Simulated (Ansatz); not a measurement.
Here is the system:

Starting cell, Al (fcc, Cu type):

```yaml
crystal:
  lattice:
    - [0.00000, 4.03999, 4.03999]
    - [2.01999, 2.01999, 4.03999]
    - [2.01999, 2.01999, 0.00000]
  atoms:
    - { symbol: Al, position: [0.00000, 0.00000, 0.00000] }
    - { symbol: Al, position: [0.50000, 0.00000, 0.00000] }
```

A phonon eigenvector at X = (0.5, 0.5, 0.0) is frozen into this cell: atom i moves by Q times the vector below, so Q is the largest atomic displacement, in Å. The cell is held. (q is in reciprocal vectors of the primitive cell; the cell shown is doubled to hold the pattern.)

```
atom      x      y       z
----  -----  -----  ------
Al1   0.000  0.000  -1.000
Al2   0.000  0.000   1.000
```

Calculation: PBE (plane waves to 420 eV, PAW, scalar-relativistic; Ansatz, a quantum-chemistry and plane-wave program). k mesh 20×20×20 (Γ-centred), Fermi-Dirac smearing 0.05 eV. Energies are smeared free energies. With partly filled bands, energies and forces of such displacements shift with the k mesh and the smearing. Al was relaxed with its symmetry unable to fall. The PAW data are Ansatz's earlier set. The zero of ΔE is the undisplaced structure.

The scan covers Q from -0.180 to 0.180 Å in 13 points.

**Question.** Which space group does the distorted structure have?

**Answer.** P4/nmm (No. 129), lowered from Fm-3m.

**Question.** Is this a single well or a double well?

**Answer.** A single well with its minimum at or next to zero displacement.

**Question.** What is the energy change at Q = 0.180 Å?

**Answer.** 332 meV/cell.

**Question.** What harmonic wavenumber does the curvature at Q = 0 give?

**Answer.** 320 cm⁻¹.

(A displaced cell: forces are minus the slopes of the energy, force constants its curvatures, and phonons follow from these.)
